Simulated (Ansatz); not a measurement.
BiSe (rock salt, Fm-3m) at seven volumes, plane-wave PAW PBEsol (Ansatz code), scaled uniformly. One row is withheld.

| V (Å³/atom) | P (GPa) |
|---|---|
| 25.335 | 7.33 |
| 26.170 | 4.48 |
| 27.005 | 2.06 |
| 27.840 | 0.00 |
| 28.675 | -1.75 |
| 29.511 | ? |
| 30.346 | -4.50 |

Problem. Fit the shown pressures and predict the withheld one.

Solution. Third-order Birch–Murnaghan: P = (3/2)B₀(x^(7/2) − x^(5/2))[1 + (3/4)(B′ − 4)(x − 1)] with x = (V₀/V)^(2/3). Least squares on the six rows gives V₀ = 27.841 Å³/atom, B₀ = 63.13 GPa, B′ = 4.40. At V = 29.511, x = 0.9619 and P = -3.24 GPa. The run itself gave -3.24 GPa.

The workflow started from an entry of the Crystallography Open Database (COD), which files this formula under 2 space groups. Its standing as an ambient phase is unchecked. Symmetry was held in the PBEsol relaxation. At this level the phase is mechanically unstable. Scalar-relativistic: spin–orbit coupling is off unless named, which matters more the heavier the elements.

Potentials: the later of the program's two PAW sets.
